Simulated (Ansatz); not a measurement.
BeTe:
```
CELL_PARAMETERS angstrom
      3.77578     0.00000     0.00000
      0.00000     3.77578     0.00000
      0.00000     0.00000     6.87972
ATOMIC_POSITIONS crystal
  Be 0.00000 0.50000 0.00000
  Be 0.50000 0.00000 0.50000
  Te 0.00000 0.00000 0.25000
  Te 0.00000 0.00000 0.75000
```

Relaxed with PBE. Special points in fractions of this cell's reciprocal vectors: Γ (0.000, 0.000, 0.000); X (0.000, 0.500, 0.000); M (0.500, 0.500, 0.000); Z (0.000, 0.000, 0.500); R (0.000, 0.500, 0.500); A (0.500, 0.500, 0.500).

Problem. List the band energies nearest the Fermi level at these points for DFT-PBE in the program Ansatz with PAW potentials.

Solution. In eV from the Fermi level; about four levels below and three above (degenerate sets whole), none deeper than 8.9 eV; points with the same levels are listed once.

```json
[
 {"k": "Γ", "below": "-2.13 -2.13 -1.21 -0.01 -0.01", "above": "1.09 2.82 2.82"},
 {"k": "X", "below": "-4.30 -1.49 -0.95 -0.07", "above": "0.52 3.18 3.69"},
 {"k": "M", "below": "-5.07 -5.07 -3.68 -3.68 -0.59", "above": "1.17 1.34 1.34"},
 {"k": "Z", "below": "-1.71 -1.71 -0.97 -0.97", "above": "2.34 2.34 3.56 3.56"},
 {"k": "R", "below": "-3.63 -3.29 -1.24 -0.02", "above": "0.69 1.96 3.72"},
 {"k": "A", "below": "-4.14 -4.14 -2.66 -2.66", "above": "0.09 0.09 3.17 3.17"}
]
```

Space group P4_2/mmc. The cell is a constructed one: a structure type filled with these elements; neither database checked (COD, Materials Project) lists it. COD files the formula under space group No. 216, so this cell is another polymorph or a model. Its standing as an ambient phase is unchecked. The cell was relaxed with PBE under the symmetry of its start; its stability against distortions is not shown here. Spin–orbit coupling is left out wherever it is not named.

Potentials: the later of the program's two PAW sets.
